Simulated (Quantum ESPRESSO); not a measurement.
# TaTi2ZrWAl3: input and log of a self-consistent run

Computed values, not a measurement. The program is pw.x of Quantum ESPRESSO 7.5 (plane-wave density functional theory). The cell is made up: eight metal atoms on a face-centred cubic lattice, with elements, volume, strain and displacements drawn at random and not relaxed, so it may be unstable or far from any real phase. PseudoDojo standard norm-conserving files set the functional (PBE unless stated); there is no spin polarisation or spin-orbit coupling, the Fermi-Dirac width of 0.25 eV means electrons at about 2900 K, and the masses in the input are unused placeholders. Heavy elements are run without spin-orbit coupling, which real alloys of them have. A spin test at this wide smearing found no moment, but such smearing suppresses magnetism that the real alloy may have.

Input:

```
&control calculation='scf', pseudo_dir='./dojo.nc.sr.pbe.v0_5.standard.upf', outdir='./o', disk_io='minimal', tprnfor=.true., tstress=.true. /
&system ibrav=0, nat=8, ntyp=5, nbnd=50, ecutwfc=84.00895049, nosym=.true., tot_charge=0,
 occupations='smearing', smearing='fd', degauss=0.0183746611
/
&electrons conv_thr=1.470e-08, electron_maxstep=70, mixing_beta=0.5 /
ATOMIC_SPECIES
Al 1.0 Al.upf
Ta 1.0 Ta.upf
Ti 1.0 Ti.upf
W 1.0 W.upf
Zr 1.0 Zr.upf
CELL_PARAMETERS angstrom
-2.1226 -4.0391 -2.0017
-4.0747 1.9284 2.0136
0.0702 4.0348 -4.065
ATOMIC_POSITIONS angstrom
Ta -0.0118 -0.0043 0.0334
Ti 0.0407 2.0799 -2.0052
Zr -2.0163 2.0348 0.0649
W -1.9741 4.0965 -2.0761
Ti -2.0824 -0.1552 -2.0439
Al -1.9613 1.9915 -4.0255
Al -4.1762 -0.0429 0.0578
Al -4.1412 1.9322 -2.0642
K_POINTS automatic
5 5 4 1 1 1
```

The log is shortened where brackets say so; the opening notice, blank lines, dates and the lines on written files are dropped, and the path of the files is cut. It prints rydbergs, bohrs and kilobars, and counts compression as positive stress. Its total energy is the free energy E - TS of the whole cell.

```
     Program PWSCF v.7.5
     Parallel version (MPI & OpenMP), running on       4 processor cores
     Number of MPI processes:                 4
     Threads/MPI process:                     1
     [start-up lines left out]
     bravais-lattice index     =            0
     lattice parameter (alat)  =       9.4158  a.u.
     unit-cell volume          =     900.1967 (a.u.)^3
     number of atoms/cell      =            8
     number of atomic types    =            5
     number of electrons       =        72.00
     number of Kohn-Sham states=           50
     kinetic-energy cutoff     =      84.0090  Ry
     charge density cutoff     =     336.0358  Ry
     scf convergence threshold =      1.5E-08
     mixing beta               =       0.5000
     number of iterations used =            8  plain     mixing
     Exchange-correlation= PBE
                           (   1   4   3   4   0   0   0)
     [axes and pseudopotential details left out]
   Cartesian axes
     site n.     atom                  positions (alat units)
         1        Ta     tau(   1) = (  -0.0023682  -0.0008630   0.0067033  )
         2        Ti     tau(   2) = (   0.0081684   0.4174305  -0.4024384  )
         3        Zr     tau(   3) = (  -0.4046661   0.4083790   0.0130253  )
         4        W      tau(   4) = (  -0.3961967   0.8221568  -0.4166678  )
         5        Ti     tau(   5) = (  -0.4179322  -0.0311482  -0.4102054  )
         6        Al     tau(   6) = (  -0.3936278   0.3996888  -0.8079073  )
         7        Al     tau(   7) = (  -0.8381524  -0.0086099   0.0116003  )
         8        Al     tau(   8) = (  -0.8311280   0.3877875  -0.4142795  )
     number of k points=    50  Fermi-Dirac smearing, width (Ry)=  0.0184
                       cart. coord. in units 2pi/alat
        k(    1) = (  -0.1710741   0.0294507  -0.1269397), wk =   0.0400000
        k(    2) = (  -0.2109762   0.1455267  -0.3188497), wk =   0.0400000
     [further k points left out]
     Dense  grid:    93651 G-vectors     FFT dimensions: (  60,  60,  64)
     Estimated max dynamical RAM per process >     275.90 MB
     Estimated total dynamical RAM >       1.01 GB
     Initial potential from superposition of free atoms
     starting charge      71.9857, renormalised to      72.0000
     Starting wfcs are   62 randomized atomic wfcs
     total cpu time spent up to now is        8.4 secs
     per-process dynamical memory:   214.2 Mb
     Self-consistent Calculation
     iteration #  1     ecut=    84.01 Ry     beta= 0.50
     Davidson diagonalization with overlap
     ethr =  1.00E-02,  avg # of iterations =  2.2
     Threshold (ethr) on eigenvalues was too large:
     Diagonalizing with lowered threshold
     Davidson diagonalization with overlap
     ethr =  3.94E-04,  avg # of iterations =  4.7
     total cpu time spent up to now is       35.8 secs
     total energy              =    -634.45383343 Ry
     estimated scf accuracy    <       0.30502657 Ry
     iteration #  2     ecut=    84.01 Ry     beta= 0.50
     Davidson diagonalization with overlap
     ethr =  4.24E-04,  avg # of iterations =  4.6
     total cpu time spent up to now is       50.5 secs
     total energy              =    -634.41751285 Ry
     estimated scf accuracy    <       0.77742246 Ry
     iteration #  3     ecut=    84.01 Ry     beta= 0.50
     Davidson diagonalization with overlap
     ethr =  4.24E-04,  avg # of iterations =  2.4
     total cpu time spent up to now is       61.8 secs
     total energy              =    -634.49506232 Ry
     estimated scf accuracy    <       0.38174610 Ry
     iteration #  4     ecut=    84.01 Ry     beta= 0.50
     Davidson diagonalization with overlap
     ethr =  4.24E-04,  avg # of iterations =  1.7
     total cpu time spent up to now is       73.2 secs
     total energy              =    -634.53293483 Ry
     estimated scf accuracy    <       0.10150676 Ry
     iteration #  5     ecut=    84.01 Ry     beta= 0.50
     Davidson diagonalization with overlap
     ethr =  1.41E-04,  avg # of iterations =  2.0
     total cpu time spent up to now is       86.2 secs
     total energy              =    -634.54319837 Ry
     estimated scf accuracy    <       0.01440306 Ry
     [iterations 6 to 10 left out]
     iteration # 11     ecut=    84.01 Ry     beta= 0.50
     Davidson diagonalization with overlap
     ethr =  1.14E-08,  avg # of iterations =  2.1
     total cpu time spent up to now is      186.8 secs
     total energy              =    -634.54639909 Ry
     estimated scf accuracy    <       0.00000046 Ry
     iteration # 12     ecut=    84.01 Ry     beta= 0.50
     Davidson diagonalization with overlap
     ethr =  6.41E-10,  avg # of iterations =  5.4
     total cpu time spent up to now is      202.9 secs
     total energy              =    -634.54639922 Ry
     estimated scf accuracy    <       0.00000011 Ry
     iteration # 13     ecut=    84.01 Ry     beta= 0.50
     Davidson diagonalization with overlap
     ethr =  1.57E-10,  avg # of iterations =  2.1
     total cpu time spent up to now is      212.4 secs
     total energy              =    -634.54639923 Ry
     estimated scf accuracy    <       0.00000004 Ry
     iteration # 14     ecut=    84.01 Ry     beta= 0.50
     Davidson diagonalization with overlap
     ethr =  5.13E-11,  avg # of iterations =  2.4
     total cpu time spent up to now is      220.7 secs
     total energy              =    -634.54639923 Ry
     estimated scf accuracy    <       0.00000007 Ry
     iteration # 15     ecut=    84.01 Ry     beta= 0.50
     Davidson diagonalization with overlap
     ethr =  5.13E-11,  avg # of iterations =  1.1
     total cpu time spent up to now is      227.6 secs
     End of self-consistent calculation
     [lines on levels left out]
!    total energy              =    -634.54639924 Ry
     estimated scf accuracy    <          2.3E-09 Ry
     smearing contrib. (-TS)   =      -0.10852692 Ry
     internal energy E=F+TS    =    -634.43787232 Ry
     The total energy is F=E-TS. E is the sum of the following terms:
     one-electron contribution =    -218.50554451 Ry
     hartree contribution      =     137.67696897 Ry
     xc contribution           =    -124.61733161 Ry
     ewald contribution        =    -428.99196517 Ry
     convergence has been achieved in  15 iterations
     Forces acting on atoms (cartesian axes, Ry/au):
     atom    1 type  2   force =     0.00346647    0.01624597    0.02121471
     atom    2 type  3   force =     0.00856634   -0.01528194   -0.02741566
     atom    3 type  5   force =    -0.03588484   -0.01019007   -0.04437539
     atom    4 type  4   force =    -0.01547204   -0.05443861    0.00488631
     atom    5 type  3   force =     0.00279644    0.05430641    0.00469988
     atom    6 type  1   force =    -0.01600971    0.00582923    0.02593490
     atom    7 type  1   force =     0.02214210    0.00136785    0.00788218
     atom    8 type  1   force =     0.03039525    0.00216117    0.00717308
     Total force =     0.117679     Total SCF correction =     0.000065
     Computing stress (Cartesian axis) and pressure
          total   stress  (Ry/bohr**3)                   (kbar)     P=       75.23
   0.00054263  -0.00021481  -0.00006217           79.82      -31.60       -9.15
  -0.00021481   0.00054673   0.00004556          -31.60       80.43        6.70
  -0.00006217   0.00004556   0.00044492           -9.15        6.70       65.45
     init_run     :      7.61s CPU      8.01s WALL (       1 calls)
     electrons    :    217.85s CPU    219.24s WALL (       1 calls)
     forces       :      1.73s CPU      1.77s WALL (       1 calls)
     stress       :      8.42s CPU      8.44s WALL (       1 calls)
     [timing details left out]
     PWSCF        :   3m55.99s CPU   3m57.93s WALL
     JOB DONE.
```

In other units: free energy -8633.444 eV for the cell, pressure 7.52 GPa, largest force component 1.400 eV/Å in size. The run took 240 s of wall time with four MPI processes on a shared machine (AMD EPYC, older, virtual cores), so the time is rough. A rerun of this cell at a higher cutoff and on a denser mesh moved values by no more than 0.006 eV in energy, 0.04 GPa in stress and 0.008 eV/Å in force, and a second program with other atomic files agreed on that cell to 2 % rms in force and 0.5 GPa in pressure.